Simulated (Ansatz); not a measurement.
Total density of states per atom from r²SCAN in the plane-wave PAW code Ansatz, in 0.25 eV bins, energy from the Fermi level:

```
E (eV) | states/eV/atom
    -7.85 |  0.00
    -7.60 |  0.00
    -7.35 |  0.00
    -7.10 |  0.00
    -6.85 |  0.04
    -6.60 |  0.11
    -6.35 | # 0.31
    -6.10 | ## 0.50
    -5.85 | ### 0.79
    -5.60 | #### 0.95
    -5.35 | ### 0.81
    -5.10 | ##### 1.23
    -4.85 | ## 0.49
    -4.60 | ##### 1.24
    -4.35 | ###### 1.44
    -4.10 | ### 0.77
    -3.85 | ##### 1.22
    -3.60 | ###### 1.40
    -3.35 | ###### 1.50
    -3.10 | ####### 1.79
    -2.85 | ####### 1.73
    -2.60 | #### 0.86
    -2.35 | ### 0.71
    -2.10 | ### 0.68
    -1.85 | ## 0.40
    -1.60 | # 0.35
    -1.35 | ### 0.69
    -1.10 | #### 1.07
    -0.85 | #### 0.92
    -0.60 | ## 0.48
    -0.35 | ## 0.39
    -0.10 | # 0.34
     0.15 | # 0.26
     0.40 | # 0.27
     0.65 | ## 0.46
     0.90 | ## 0.51
     1.15 | ## 0.48
     1.40 | ## 0.42
     1.65 | ## 0.50
     1.90 | ######### 2.20
     2.15 | ############################## 7.17
```

Problem. Which compound is it?
A. La2InGe2, P4/mbm (La on 4h, In on 2a, Ge on 4g)
B. LaAs2Pd2, I4/mmm (La on 2a, As on 4e, Pd on 4d)
C. NbSiAs, P4/nmm (Nb on 2c, Si on 2a, As on 2c)
D. La3InN, anti-perovskite

Solution. B, LaAs2Pd2, I4/mmm (La on 2a, As on 4e, Pd on 4d). Within 0.5 eV of the Fermi level: As 4p 34 %, Pd 4d 30 %, La 5d 22 %, La 4f 6 %. Projections are on Löwdin-orthogonalised atomic valence shells; empty p or d shells of many metals are not among them.

The workflow started from a Materials Project entry (that database holds measured and hypothetical structures alike); the Crystallography Open Database copy checked does not list it. Whether it is the stable phase at ambient conditions was not checked. The cell was relaxed with r²SCAN under the symmetry of its start; its stability against distortions is not shown here. The run is not spin-polarised. Spin–orbit coupling is left out wherever it is not named.

Potentials: the later of the program's two PAW sets.
